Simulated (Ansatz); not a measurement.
TaAl:
```
CELL_PARAMETERS angstrom
      2.82199     0.00000     0.00000
      0.00000     2.82199     0.00000
      0.00000     0.00000     4.15950
ATOMIC_POSITIONS crystal
  Ta 0.00000 0.00000 0.00000
  Al 0.50000 0.50000 0.50000
```

Relaxed with r²SCAN. Special points in fractions of this cell's reciprocal vectors: Γ (0.000, 0.000, 0.000); X (0.000, 0.500, 0.000); M (0.500, 0.500, 0.000); Z (0.000, 0.000, 0.500); R (0.000, 0.500, 0.500); A (0.500, 0.500, 0.500).

Q: List the band energies nearest the Fermi level at these points for the program Ansatz at the r²SCAN with spin–orbit coupling level (PAW).

A: In eV from the Fermi level; about four levels below and three above (degenerate sets whole), none deeper than 8.9 eV; points with the same levels are listed once.

| k | below | above |
|---|---|---|
| Γ | -2.86 -2.86 -1.11 -1.11 | 2.84 2.84 3.14 3.14 |
| X | -3.53 -3.53 -1.86 -1.86 | 1.98 1.98 3.90 3.90 |
| M | -1.12 -1.12 -0.74 -0.74 | 4.94 4.94 5.91 5.91 |
| Z | -2.68 -2.68 -0.30 -0.30 | 2.15 2.15 2.37 2.37 |
| R | -3.40 -3.40 -1.55 -1.55 | 0.94 0.94 2.07 2.07 |
| A | -3.79 -3.79 -3.70 -3.70 | 1.19 1.19 2.15 2.15 |

Space group P4/mmm (L1₀ or tetragonal B2). The start of the workflow was typed in or built on a structure type; neither database checked (COD, Materials Project) lists it. Whether it is the stable phase at ambient conditions was not checked. Symmetry was held in the r²SCAN relaxation; whether a distortion lowers the energy is not shown. The run is not spin-polarised.

Potentials: the earlier of the program's two PAW sets.
